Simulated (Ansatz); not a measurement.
Total density of states per atom from the program Ansatz at the r²SCAN level (PAW), in 0.25 eV bins, energy from the Fermi level:

| E (eV) | states/eV/atom |
|---|---|
| -7.85 | 0.05 |
| -7.60 | 0.06 |
| -7.35 | 0.07 |
| -7.10 | 0.08 |
| -6.85 | 0.10 |
| -6.60 | 0.11 |
| -6.35 | 0.12 |
| -6.10 | 0.14 |
| -5.85 | 0.16 |
| -5.60 | 0.18 |
| -5.35 | 0.21 |
| -5.10 | 0.25 |
| -4.85 | 0.34 |
| -4.60 | 0.61 |
| -4.35 | 0.64 |
| -4.10 | 0.83 |
| -3.85 | 1.24 |
| -3.60 | 1.52 |
| -3.35 | 1.25 |
| -3.10 | 1.30 |
| -2.85 | 1.76 |
| -2.60 | 1.92 |
| -2.35 | 1.84 |
| -2.10 | 2.11 |
| -1.85 | 2.55 |
| -1.60 | 1.69 |
| -1.35 | 1.47 |
| -1.10 | 0.67 |
| -0.85 | 0.32 |
| -0.60 | 0.19 |
| -0.35 | 0.11 |
| -0.10 | 0.09 |
| 0.15 | 0.11 |
| 0.40 | 0.39 |
| 0.65 | 0.83 |
| 0.90 | 1.78 |
| 1.15 | 2.23 |
| 1.40 | 2.45 |
| 1.65 | 2.79 |
| 1.90 | 1.44 |
| 2.15 | 0.96 |
| 2.40 | 0.81 |
| 2.65 | 1.64 |
| 2.90 | 2.42 |
| 3.15 | 1.01 |
| 3.40 | 0.27 |
| 3.65 | 0.46 |
| 3.90 | 0.52 |
| 4.15 | 0.44 |
| 4.40 | 0.39 |
| 4.65 | 0.35 |

### Question
Pick the material that matches.
A) Ag, 9R (Sm type)
B) Cr, bcc (W type)
C) HfGeS, P4/nmm (Hf on 2c, Ge on 2a, S on 2c)
D) HfO2, P2_1/c (Hf on 4e, O on 4e, O on 4e)

### Answer
B, Cr, bcc (W type). Within 0.5 eV of the Fermi level: Cr 3d 80 %, Cr 4s 6 %, outside the projected shells 14 %. Projections are on Löwdin-orthogonalised atomic valence shells; empty p or d shells of many metals are not among them.

Space group Im-3m (bcc (W type)). The r²SCAN relaxation kept the symmetry of its start, as lowered by the spin order. Magnetic state: antiferromagnetic, chosen from 4 collinear starts compared on coarse meshes (ties went to the first, and starts can fall back to one state), not a proven ground state. Textbook magnetic order: a spin-density-wave antiferromagnet. Other orbital occupations within this spin state were not tried.

Potentials: the earlier of the program's two PAW sets.
